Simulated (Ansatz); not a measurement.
SnSe2 (CdI2 type)

```
SnSe2
1.0
    3.84028     0.00000     0.00000
   -1.92014     3.32578     0.00000
    0.00000     0.00000     6.00569
Sn Se
1 2
Direct
  0.00000   0.00000   0.00000
  0.33333   0.66667   0.26533
  0.66667   0.33333   0.73467
```

The slice is a (-1 1 0 2) plane (indices of the conventional cell) through the point (0.333, 0.667, 0.265) (fractional), spanned by u = [110] and v = [1 -1 1] in vectors of this cell: u (3.84 Å) and v (8.96 Å, at 90° to u). It covers one period; positions are fractions (u, v).

Calculation: PBE-D3(BJ) (plane waves to 420 eV, PAW, scalar-relativistic; Ansatz, a first-principles code). k mesh 10×10×6. Inside the PAW spheres the values are not all-electron values, and peaks at nuclei hang on which shells count as valence. SnSe2 was relaxed with its symmetry unable to fall.

Q: Predict the map of the valence electron density on the slice.

A: 
```
|%%##++==--::::::--==++##|
|**++====--::..::--====++|
|======--::......::--====|
|====--::::......::::--==|
|==----::::......::::----|
|++====--::::..::::--====|
|##**++----::::::----++**|
|%%##**==--::::::--==**##|
|%%##**==----::----==**##|
|****++----::::::----++**|
|++====--::::::::::--====|
|------::::......::::----|
|------::..........::----|
|====--::::......::::--==|
|++====--::......::--====|
|**++==--::......::--==++|
|****==--::......::--==**|
|**++==--::......::--==++|
|======--::......::--====|
|------::....  ....::----|
|::::::....      ....::::|
|::......          ......|
|::::....          ....::|
|----::::..      ..::::--|
|====----::..  ..::----==|
|**++==--::......::--==++|
|%%##++==--::..::--==++##|
|@@%%**==--::::::--==**%%|
```
Scale: ten equal steps from -1.89 (start of ' ') to 1.66 (end of '@'), in the order ' .:-=+*#%@'. Values: log₁₀ of the valence density in e/Å³. The map has 12 points along u (two characters each, u = 0 at the left) and 28 along v (v = 0 in the bottom row). The scale is logarithmic, as a density can span decades between atoms and voids.
